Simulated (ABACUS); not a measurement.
A self-consistent single point of GePt₃ (C2/m, 8 atoms in the cell; from Materials Project mp-16315, changed as shown).

```xyz
8
Lattice="3.8368 -3.8341 0.0000 3.8368 3.8341 0.0000 -3.8289 0.0000 3.9155" Properties=species:S:1:pos:R:3 pbc="T T T"
Ge     0.0134     0.0000     1.9582
Ge     3.8313     0.0000     1.9573
Pt     1.9223     1.9109     1.9578
Pt     1.9223    -1.9109     1.9578
Pt     5.3076     0.0000     0.0089
Pt    -1.4629     0.0000     3.9066
Pt     3.8368    -2.3650     0.0000
Pt     3.8368     2.3650     0.0000
```

All values come from this method and carry its errors: ABACUS 3.10.1 with PBEsol, numerical atomic orbitals DZP (confined pseudo-atomic orbitals with Gaussian additions; energy shift 0.003 Ry), PseudoDojo 0.4 standard norm-conserving PBEsol (tails mended) pseudopotentials.

ABACUS settings:

```
key                                                                      value
---------------  -------------------------------------------------------------
basis                     DZP numerical atomic orbitals, energy shift 0.003 Ry
KPT                                                          Gamma 4 4 4 0 0 0
basis_type                                                                lcao
dft_functional                                                          PBESOL
ecutwfc                                                                 100 Ry
smearing_method                                                             fd
smearing_sigma                                                   0.00367493 Ry
potentials       PseudoDojo 0.4 standard norm-conserving PBEsol (tails mended)
symmetry                                                                     1
ks_solver                                                              genelpa
scf_nmax                                                                   100
scf_thr                                                                1.0e-07
mixing_type                                                              pulay
mixing_beta                                                                0.4
```

Results:

| Quantity | Value |
|---|---|
| Number of valence electrons | 136 |
| Number of bands | 82 |
| Number of k-points after the program's reduction | 24 |
| Size of the basis | 206 |
| Number of SCF iterations | 11 |
| Free energy E − TS | -26171.4641 eV |
| Fermi level (on the code's own zero) | 23.12 eV |
| Pressure | 13.78 GPa |
| Largest force (vector length) | 0.518 eV/Å |

Forces (eV/Å):
```tsv
atom	Fx	Fy	Fz
Ge1	0.010	0.000	0.004
Ge2	-0.010	0.000	-0.004
Pt3	0.000	0.019	0.000
Pt4	0.000	-0.019	0.000
Pt5	0.507	0.000	-0.001
Pt6	-0.507	0.000	0.001
Pt7	0.000	0.518	0.000
Pt8	0.000	-0.518	0.000
```

Stress (GPa, positive for compression):
```
12.13   0.00  -0.06
 0.00  12.21   0.00
-0.06   0.00  17.00
```

For comparison: a first run was changed to give this one (lattice scaled by 0.98), and from it to this one the free energy goes up by 29.7 meV/atom, the pressure goes from -2.18 to 13.78 GPa and the largest force goes from 0.296 to 0.518 eV/Å.

The atom-centred basis is finite, which shifts total energies, pressures and forces against plane waves. The structure comes from a collection of computed structures, made at another level of theory; the collection holds predicted forms beside known ones. No clean gap shows at this smearing width and mesh (spacing up to 0.40 Å⁻¹); the mesh is coarse for partly filled bands, so the values carry mesh errors.

Cost on one core: about 5 core-minutes (a rough figure).

The atomic orbitals were generated for these runs; they are not ABACUS's published sets and were checked against plane waves on a few crystals only.

“Tails mended”: in these copies of the files the far tail of each local potential was reset to the Coulomb form.
